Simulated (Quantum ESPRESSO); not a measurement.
## GaMg2O3F (input and log of a self-consistent run)

Simulated, not a measurement. The program is pw.x of Quantum ESPRESSO 7.5 (plane-wave density functional theory). The cell is made up: 7 atoms on a zincblende/diamond lattice with one site empty, with randomly drawn elements, strain and displacements, not relaxed. PseudoDojo standard norm-conserving files (v0.5 for PBE, v0.4.1 for LDA and PBEsol) set the functional; there is no spin polarisation, spin-orbit coupling or dispersion term, and the masses in the input are unused placeholders.

Input:

```
&control calculation='scf', pseudo_dir='./dojo.nc.sr.pbe.v0_5.standard.upf', outdir='./o', disk_io='low', tprnfor=.true., tstress=.true. /
&system ibrav=0, nat=7, ntyp=4, nbnd=35, ecutwfc=84.00895049, nosym=.true., tot_charge=0,
 occupations='smearing', smearing='fd', degauss=0.0018374661
/
&electrons conv_thr=7.350e-09, electron_maxstep=60, /
ATOMIC_SPECIES
F 1.0 F.upf
Ga 1.0 Ga.upf
Mg 1.0 Mg.upf
O 1.0 O.upf
CELL_PARAMETERS angstrom
4.7454 0.0052 -0.0492
0.0052 4.6411 0.0322
-0.0499 0.0327 4.622
ATOMIC_POSITIONS angstrom
Ga -0.1069 2.426 2.4199
Mg 2.3214 0.0422 2.3238
Mg 2.3397 2.2948 0.1185
O 1.094 1.2866 1.2688
O 1.1922 3.5341 3.4632
O 3.3327 1.2124 3.4106
F 3.5858 3.2888 1.1046
K_POINTS automatic
4 4 4 1 1 1
```

The log is shortened where brackets say so; the opening notice, blank lines, dates and the lines on written files are dropped, and the path of the files is cut. It prints rydbergs, bohrs and kilobars, and counts compression as positive stress. With no partly filled state, the Fermi energy that it prints is only some level between the filled and the empty states on the mesh, and need not lie in the true gap.

```
     Program PWSCF v.7.5
     Parallel version (MPI & OpenMP), running on       4 processor cores
     Number of MPI processes:                 4
     Threads/MPI process:                     1
     [start-up lines left out]
     bravais-lattice index     =            0
     lattice parameter (alat)  =       8.9680  a.u.
     unit-cell volume          =     686.8308 (a.u.)^3
     number of atoms/cell      =            7
     number of atomic types    =            4
     number of electrons       =        58.00
     number of Kohn-Sham states=           35
     kinetic-energy cutoff     =      84.0090  Ry
     charge density cutoff     =     336.0358  Ry
     scf convergence threshold =      7.3E-09
     mixing beta               =       0.7000
     number of iterations used =            8  plain     mixing
     Exchange-correlation= PBE
                           (   1   4   3   4   0   0   0)
     [axes and pseudopotential details left out]
   Cartesian axes
     site n.     atom                  positions (alat units)
         1        Ga     tau(   1) = (  -0.0225259   0.5112041   0.5099188  )
         2        Mg     tau(   2) = (   0.4891629   0.0088923   0.4896687  )
         3        Mg     tau(   3) = (   0.4930191   0.4835578   0.0249702  )
         4        O      tau(   4) = (   0.2305265   0.2711110   0.2673602  )
         5        O      tau(   5) = (   0.2512191   0.7447018   0.7297618  )
         6        O      tau(   6) = (   0.7022630   0.2554756   0.7186780  )
         7        F      tau(   7) = (   0.7555960   0.6930124   0.2327601  )
     number of k points=    32  Fermi-Dirac smearing, width (Ry)=  0.0018
                       cart. coord. in units 2pi/alat
        k(    1) = (   0.1262034   0.1267810   0.1288098), wk =   0.0625000
        k(    2) = (   0.1288671   0.1249968   0.3855398), wk =   0.0625000
     [further k points left out]
     Dense  grid:    71465 G-vectors     FFT dimensions: (  54,  54,  54)
     Estimated max dynamical RAM per process >     126.95 MB
     Estimated total dynamical RAM >     455.47 MB
     Initial potential from superposition of free atoms
     starting charge      57.9957, renormalised to      58.0000
     Starting wfcs are   35 randomized atomic wfcs
     total cpu time spent up to now is        4.0 secs
     per-process dynamical memory:    90.6 Mb
     Self-consistent Calculation
     iteration #  1     ecut=    84.01 Ry     beta= 0.70
     Davidson diagonalization with overlap
     ethr =  1.00E-02,  avg # of iterations =  5.5
     total cpu time spent up to now is       10.7 secs
     total energy              =    -538.51770106 Ry
     estimated scf accuracy    <       2.02805138 Ry
     iteration #  2     ecut=    84.01 Ry     beta= 0.70
     Davidson diagonalization with overlap
     ethr =  3.50E-03,  avg # of iterations =  3.0
     total cpu time spent up to now is       17.0 secs
     total energy              =    -538.74025055 Ry
     estimated scf accuracy    <       3.89163170 Ry
     iteration #  3     ecut=    84.01 Ry     beta= 0.70
     Davidson diagonalization with overlap
     ethr =  3.50E-03,  avg # of iterations =  2.0
     total cpu time spent up to now is       22.2 secs
     total energy              =    -539.48282968 Ry
     estimated scf accuracy    <       0.07315255 Ry
     iteration #  4     ecut=    84.01 Ry     beta= 0.70
     Davidson diagonalization with overlap
     ethr =  1.26E-04,  avg # of iterations =  3.5
     total cpu time spent up to now is       27.0 secs
     total energy              =    -539.49547178 Ry
     estimated scf accuracy    <       0.01232028 Ry
     iteration #  5     ecut=    84.01 Ry     beta= 0.70
     Davidson diagonalization with overlap
     ethr =  2.12E-05,  avg # of iterations =  4.4
     total cpu time spent up to now is       31.9 secs
     total energy              =    -539.49663814 Ry
     estimated scf accuracy    <       0.00448452 Ry
     [iterations 6 to 7 left out]
     iteration #  8     ecut=    84.01 Ry     beta= 0.70
     Davidson diagonalization with overlap
     ethr =  5.59E-08,  avg # of iterations =  2.0
     total cpu time spent up to now is       45.5 secs
     total energy              =    -539.49741454 Ry
     estimated scf accuracy    <       0.00001045 Ry
     iteration #  9     ecut=    84.01 Ry     beta= 0.70
     Davidson diagonalization with overlap
     ethr =  1.80E-08,  avg # of iterations =  2.0
     total cpu time spent up to now is       50.4 secs
     total energy              =    -539.49741650 Ry
     estimated scf accuracy    <       0.00000369 Ry
     iteration # 10     ecut=    84.01 Ry     beta= 0.70
     Davidson diagonalization with overlap
     ethr =  6.36E-09,  avg # of iterations =  2.0
     total cpu time spent up to now is       55.6 secs
     total energy              =    -539.49741702 Ry
     estimated scf accuracy    <       0.00000014 Ry
     iteration # 11     ecut=    84.01 Ry     beta= 0.70
     Davidson diagonalization with overlap
     ethr =  2.47E-10,  avg # of iterations =  2.0
     total cpu time spent up to now is       60.6 secs
     total energy              =    -539.49741706 Ry
     estimated scf accuracy    <          8.3E-09 Ry
     iteration # 12     ecut=    84.01 Ry     beta= 0.70
     Davidson diagonalization with overlap
     ethr =  1.43E-11,  avg # of iterations =  2.0
     total cpu time spent up to now is       65.3 secs
     End of self-consistent calculation
          k = 0.1262 0.1268 0.1288 (  8921 PWs)   bands (ev):
   -69.4545 -69.3792 -36.3069 -36.2296 -36.2246 -36.1868 -36.1714 -36.1107
   -20.8379 -12.3602 -11.9605 -11.8070  -9.8618  -9.8335  -9.8024  -9.6164
    -9.5222  -3.4640  -2.3261  -1.8613   0.1551   1.4071   1.7057   2.0528
     2.3418   2.5354   3.1127   3.5587   3.6930   5.9633   9.2384   9.7701
    10.1807  11.7876  13.5548
     [levels at the other k points left out]
     the Fermi energy is     5.0934 ev
!    total energy              =    -539.49741706 Ry
     estimated scf accuracy    <          1.4E-10 Ry
     smearing contrib. (-TS)   =      -0.00000000 Ry
     internal energy E=F+TS    =    -539.49741706 Ry
     The total energy is F=E-TS. E is the sum of the following terms:
     one-electron contribution =    -342.56685738 Ry
     hartree contribution      =     192.64258022 Ry
     xc contribution           =    -109.91083961 Ry
     ewald contribution        =    -279.66230028 Ry
     convergence has been achieved in  12 iterations
     Forces acting on atoms (cartesian axes, Ry/au):
     atom    1 type  2   force =     0.11535562   -0.10723310    0.08476418
     atom    2 type  3   force =    -0.05369495    0.02076697   -0.00107699
     atom    3 type  3   force =    -0.06029730   -0.03613067   -0.07255166
     atom    4 type  4   force =    -0.01062405    0.03762476    0.04043361
     atom    5 type  4   force =    -0.03011983   -0.05372010   -0.03647853
     atom    6 type  4   force =     0.05981737    0.08211450   -0.02780755
     atom    7 type  1   force =    -0.02043687    0.05657764    0.01271694
     Total force =     0.262055     Total SCF correction =     0.000054
     Computing stress (Cartesian axis) and pressure
          total   stress  (Ry/bohr**3)                   (kbar)     P=      -63.24
  -0.00063437  -0.00012989   0.00044503          -93.32      -19.11       65.47
  -0.00012989  -0.00035631  -0.00003643          -19.11      -52.41       -5.36
   0.00044503  -0.00003643  -0.00029895           65.47       -5.36      -43.98
     init_run     :      3.14s CPU      3.37s WALL (       1 calls)
     electrons    :     60.72s CPU     61.36s WALL (       1 calls)
     forces       :      0.81s CPU      0.86s WALL (       1 calls)
     stress       :      2.61s CPU      2.65s WALL (       1 calls)
     [timing details left out]
     PWSCF        :   1m 7.98s CPU   1m 9.02s WALL
     JOB DONE.
```

In other units: free energy -7340.236 eV for the cell, pressure -6.32 GPa, largest force component 2.966 eV/Å. A rerun of the same cell at another strain at 1437 eV and a 6 x 6 x 6 mesh moved values by no more than 0.003 eV in energy, 0.04 GPa in stress and 0.002 eV/Å in force.